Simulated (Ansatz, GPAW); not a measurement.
Given: the input of a run of Ansatz 0.2.0 on GaGe. The cell comes from a database or a generator and needn't be the stable form of this composition.

input.yaml

```yaml
crystal:
  lattice:
    - [0.0, 2.897844, 2.897844]
    - [2.897844, 0.0, 2.897844]
    - [2.897844, 2.897844, 0.0]
  atoms:
    - { symbol: Ge, position: [0.0, 0.0, 0.0] }
    - { symbol: Ga, position: [0.25, 0.25, 0.25] }
kpoints:
  mp_grid: { grid: [8, 8, 8] }
scf:
  occupations: { method: gaussian, width: 0.02 }
hamiltonian:
  xc: pbe
  pseudopotentials: { kind: all_electron, lapw: { basis_error: 0.001 } }
output:
  forces: true
  stress: true
  eigenvalues: true
```

Potentials or basis: all-electron LAPW, scalar-relativistic.

Command:

```sh
$ ansatz run input.yaml --threads 1 --pin off --max-ram 3072MiB --backend cpu --events-out ev --progress --plain --runs-dir out
```

**Question.** What does the same run look like in GPAW 26.7.0 (ASE script)? Potentials or basis there: GPAW PAW data sets (gpaw-data 1.2.1), cutoff 600 eV.

**Answer.** As run (cutoffs and basis follow the program's own potentials, and thresholds, step limits or extra output files can differ):

File run.py:

```python
from ase.dft.bandgap import bandgap
from ase.io import read, write
from ase.units import Bohr, GPa
from gpaw import GPAW, PW
from gpaw.elf import elf_from_dft_calculation

atoms = read('POSCAR')

calc = GPAW(mode=PW(600),
            xc='PBE',
            kpts={'size': (8, 8, 8), 'gamma': True},
            occupations={'name': 'methfessel-paxton', 'order': 0, 'width': 0.02},
            nbands=11,
            convergence={'density': 1e-05, 'energy': 1e-05},
            maxiter=150,
            txt='gpaw.txt')
atoms.calc = calc
energy = atoms.get_potential_energy()
forces = atoms.get_forces()
stress = atoms.get_stress()
calc.write('gs.gpw')
write('result.traj', atoms)
print(f'Energy: {energy:.6f} eV')
print('Forces (eV/A):')
print(forces.round(4))
print('Stress (GPa):', (stress / GPa).round(3))
print('Fermi level:', round(calc.get_fermi_level(), 4), 'eV')
print(f'Gap: {bandgap(calc)[0]:.4f} eV, direct: {bandgap(calc, direct=True)[0]:.4f} eV')

# fields on the real-space grid
write('density.cube', atoms, data=calc.get_pseudo_density() * Bohr**3)
write('potential.cube', atoms, data=calc.get_electrostatic_potential())
write('elf.cube', atoms, data=elf_from_dft_calculation(calc).data)
```

The input POSCAR:

```
GaGe
1.0
    0.0000000000      2.8978440000      2.8978440000
    2.8978440000      0.0000000000      2.8978440000
    2.8978440000      2.8978440000      0.0000000000
Ge Ga
1 1
Direct
    0.0000000000      0.0000000000      0.0000000000
    0.2500000000      0.2500000000      0.2500000000
```

Potentials or basis: GPAW PAW data sets (gpaw-data 1.2.1), pw.

Command:

```console
$ OMP_NUM_THREADS=1 python run.py
```

Both were run:

|  | Ansatz | GPAW |
| --- | --- | --- |
| Pressure | 0.2 GPa | 0.8 GPa |

Where Ansatz's input types no cutoff or centring, it takes its own default and a Γ-centred mesh.

Pressure is positive in compression.
